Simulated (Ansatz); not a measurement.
Below is a relaxed structure of Fe2Pt. The cell was found from a structure generator's guess, not taken from experiment.

Method: Ansatz 0.2.0, DFT PBE, scalar-relativistic, plane waves, PAW. Cutoff 420 eV, Γ-centred mesh, Gaussian smearing, collinear spin.

```
Fe Pt
1.0
     2.69296    0.00000    0.00000
    -1.34648    2.33217    0.00000
     0.00000    0.00000   12.95941
Fe Pt
4 2
Direct
  0.33333 0.66667 0.92019
  0.33333 0.66667 0.57981
  0.66667 0.33333 0.07981
  0.66667 0.33333 0.42019
  0.33333 0.66667 0.25000
  0.66667 0.33333 0.75000
```

The zero of energy is the elements' standard structures at the same level; no fitted shifts are applied.

Q: What space group does it have?

A: P6_3/mmc (No. 194), with Fe and Pt ordered on hcp sites. Conventional cell: a = 2.693 Å, c = 12.959 Å. Fe has 9 Fe at 2.59–2.69 Å and 3 Pt at 2.70 Å; Pt has 6 Pt at 2.69 Å and 6 Fe at 2.70 Å.

Q: What is its formation energy per atom?

A: +0.02 eV/atom. The formation energy is too near zero to say whether this cell lies below the elements.

Q: Is it a metal?

A: Yes, bands cross the Fermi level on the 18×18×4 mesh.

Q: Which magnetic moments does it keep?

A: 1.94 μB per atom net, the space between the atoms included; by site: Fe 2.8 (×4); Pt 0.3 (×2) μB.

The last run used collinear spin, an 18×18×4 mesh (in the run's order of axes) for its 6-atom cell and Gaussian smearing of 0.10 eV. For metals, differences of a few meV/atom aren't resolved. These runs have no spin–orbit coupling, which can matter for Pt. Another magnetic order may lie lower. Symmetry constrained the relaxation, so the result can be a saddle point. Another cell of Fe2Pt relaxed alike, in P-3m1, lies 87 meV/atom lower, so this cell isn't the stable form at this level.
